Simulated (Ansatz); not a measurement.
This cell of Se (trigonal-Se type, space group P3_121) is off equilibrium:

```
CELL_PARAMETERS angstrom
      4.39463     0.00000     0.00000
     -2.19732     3.80586     0.00000
      0.00000     0.00000     5.08134
ATOMIC_POSITIONS crystal
  Se 0.21814 0.00000 0.83333
  Se 0.00000 0.21814 0.16667
  Se 0.78186 0.78186 0.50000
```

Computed with PBE (plane waves to 420 eV, PAW, scalar-relativistic; Ansatz, a quantum-chemistry and plane-wave program). k mesh 8×8×7 (Γ-centred), Fermi-Dirac smearing 0.05 eV. Energies are smeared free energies. Compression counts positive. As the atoms are clamped, bonds stretch with the cell, which overstates energies and stresses. Se was relaxed with its symmetry unable to fall.

Problem. What is the stress tensor (GPa)?

Solution. 
```
   1.92     0.00     0.00
   0.00     1.92     0.00
   0.00     0.00     2.12
```
The pressure, a third of the trace, is 1.98 GPa.

Problem. It is the relaxed cell deformed to V/V₀ = 0.947, (c/a)/(c/a)₀ = 1.040, c along z, fractional positions held. What is its energy relative to the relaxed cell?

Solution. 9.1 meV/atom.

(A scan under strain: stresses follow from slopes of the energy per volume, elastic moduli from its curvatures.)
